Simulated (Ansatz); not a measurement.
Computed with DFT PBE, scalar-relativistic, plane waves, PAW (Ansatz 0.2.0). All cells share a 420 eV cutoff and Γ-centred k meshes spaced about 0.3 Å⁻¹ or finer (0.25 for metals, 2π included). No spin polarisation in the final relaxations.

These are static total energies at zero pressure. All come from trial cells, and lower structures may exist.

Question: These unrelaxed guesses for SnBi₂O₅ are each relaxed within their symmetry. Order them by the energy at which they end, lowest first.
A.

```cif
data_structure
_symmetry_space_group_name_H-M 'I-4m2'
_symmetry_Int_Tables_number 119
_cell_length_a 3.9500
_cell_length_b 3.9500
_cell_length_c 16.5000
_cell_angle_alpha 90.000
_cell_angle_beta 90.000
_cell_angle_gamma 90.000
_cell_volume 257.44
loop_
_atom_site_label
_atom_site_type_symbol
_atom_site_symmetry_multiplicity
_atom_site_Wyckoff_symbol
_atom_site_fract_x
_atom_site_fract_y
_atom_site_fract_z
_atom_site_occupancy
Sn1 Sn 2 a 0.00000 0.00000 0.00000 1
Bi1 Bi 4 e 0.00000 0.00000 0.33330 1
O1 O 2 d 0.50000 0.00000 0.25000 1
O2 O 4 f 0.00000 0.50000 0.41670 1
O3 O 4 f 0.50000 0.00000 0.41670 1
```

B.

```cif
data_structure
_symmetry_space_group_name_H-M 'Cmcm'
_symmetry_Int_Tables_number 63
_cell_length_a 4.0000
_cell_length_b 11.2000
_cell_length_c 11.5000
_cell_angle_alpha 90.000
_cell_angle_beta 90.000
_cell_angle_gamma 90.000
_cell_volume 515.20
loop_
_atom_site_label
_atom_site_type_symbol
_atom_site_symmetry_multiplicity
_atom_site_Wyckoff_symbol
_atom_site_fract_x
_atom_site_fract_y
_atom_site_fract_z
_atom_site_occupancy
Sn1 Sn 4 c 0.50000 0.31000 0.75000 1
Bi1 Bi 8 f 0.00000 0.13500 0.93500 1
O1 O 8 f 0.50000 0.18800 0.93000 1
O2 O 8 f 0.50000 0.45200 0.88300 1
O3 O 4 c 0.00000 0.23500 0.75000 1
```

Answer: B (ends in Cmcm, 0 meV/atom), A (ends in I-4m2, 124 meV/atom).

These runs have no spin–orbit coupling, which can matter for Bi. With atoms moved at random, Cmcm (by 52 meV/atom) fell into a lower structure. Without a clear test, and held by symmetry: I-4m2.

Some types were kept out of the candidates beforehand, so the set may lack a known form.
